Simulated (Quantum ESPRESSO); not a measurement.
# Planted mistakes on one cell of TiZr2F4O4

Calculated results; nothing here was measured. They come from pw.x of Quantum ESPRESSO 7.5, a plane-wave density functional program, with PseudoDojo standard norm-conserving files (v0.5 for PBE, v0.4.1 for LDA and PBEsol). The cells are made up: elements, strain and atom displacements were drawn at random, and nothing was relaxed. There is no spin polarisation, spin-orbit coupling or dispersion term.

The cell has 12 sites of a fluorite lattice. Sites 1 to 4 hold Ti empty Zr Zr; sites 5 to 12 hold F F O F O F O O. Cell vectors in Å: (4.871, 0.037, -0.020); (0.037, 4.964, -0.035); (-0.020, -0.035, 4.927). Settings: PBE, cutoff 1143 eV, 5 x 5 x 5 k mesh shifted by half a step, Fermi-Dirac smearing of 0.025 eV.

The intended run has a self-consistency threshold of 1e-07 eV, a smearing term of 0.000 eV, a pressure of 13.65 GPa and 17 iterations. Each further run changes one thing: all lengths scaled by 1.0110; atoms of sites 6 and 12 exchanged; cutoff 572 eV; files of PBEsol; k mesh 2 x 2 x 2; one electron added; smearing 0.71 eV; threshold 0.2 eV. A coarse mesh keeps the shift, and a charged cell sits in a uniform background.

```
run  change of free energy (eV)  smearing term -TS (eV)  change of P (GPa)  largest change of a force component (eV/Å)  iterations
  A                      -0.249                   0.000              -7.10                                       0.552          18
  B                      12.389                  -0.025              23.99                                       1.197          21
  C                       0.026                   0.000              -4.25                                       0.122           7
  D                      -0.150                   0.000              -0.41                                       0.106          18
  E                      23.799                   0.000            -117.53                                       0.392          17
  F                      -1.799                  -4.497               4.11                                       1.848          17
  G                      -1.092                   0.000              -0.69                                       4.233          18
  H                      18.160                   0.000              -6.90                                       0.192          18
```

A rerun of the intended cell at 1467 eV and k mesh 7 x 7 x 7 moved values by no more than 0.004 eV in the cell's energy, 0.04 GPa in stress and 0.003 eV/Å in force.

Question: which change belongs to which run?

## Worked reading

Run C has the fewest iterations, as a run stopped early does. Run F has the largest smearing term, as wide smearing gives. Run E has a higher energy and the largest fall in pressure, as too small a basis gives. Run A changes the volume by a factor of 1.0334; minus its pressure change over the logarithm of that factor, 216 GPa, is a rough bulk modulus with clamped atoms. Energies from files of another functional, or of a charged cell, have another zero and say nothing on stability; the pressure of a charged cell rests on the program's zero of potential too.

## Key

| run | change |
| --- | --- |
| A | all lengths scaled by 1.0110 |
| B | one electron added |
| C | threshold 0.2 eV |
| D | k mesh 2 x 2 x 2 |
| E | cutoff 572 eV |
| F | smearing 0.71 eV |
| G | atoms of sites 6 and 12 exchanged |
| H | files of PBEsol |